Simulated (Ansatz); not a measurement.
Consider the following.

Ti (hcp, Mg type)

```xyz
2
Lattice="2.9363 0.0000 0.0000 -1.4681 2.5429 0.0000 0.0000 0.0000 4.6372" Properties=species:S:1:pos:R:3 pbc="T T T"
Ti     0.0000     1.6953     3.4779
Ti     1.4681     0.8476     1.1593
```

In this cell atom 2 (Ti, nearest neighbour Ti at 2.872 Å; its periodic images, 2.9 Å or more away, move with it) is moved by s along Cartesian x, unit vector (1.000, 0.000, 0.000); all other atoms and the cell stay fixed.

These are r2SCAN (plane waves to 500 eV, PAW, scalar-relativistic; Ansatz, a quantum-chemistry and plane-wave program) values and carry that method's errors. k mesh 15×15×8 (Γ-centred), Fermi-Dirac smearing 0.05 eV. E stands for the smeared free energy. With partly filled bands, energies and forces of such displacements shift with the k mesh and the smearing. The PAW data are Ansatz's earlier set. Ti is run without spin polarisation. Ti was relaxed with its symmetry unable to fall. The zero of ΔE is the undisplaced structure.

The scan covers s from -0.860 to 0.860 Å in 11 points.

Task: Is this a single well or a double well?

Result: A single well with its minimum at or next to zero displacement.

Task: Is the energy the same for equal positive and negative displacements?

Result: Even: the same for both signs. With its periodic images moving along, the atom's site symmetry in this cell is -6m2.

Task: What force acts on the atom along the line at s = -0.860 Å?

Result: 0.446 eV/Å.

Task: What is the energy change at s = 0.860 Å?

Result: 350 meV/cell.

Task: What is the force constant k = d²E/ds² of this move at s = 0?

Result: 1.92 eV/Å².

(For displaced atoms, the force is minus the slope of the energy, and its curvature is a force constant, which sets phonon frequencies.)
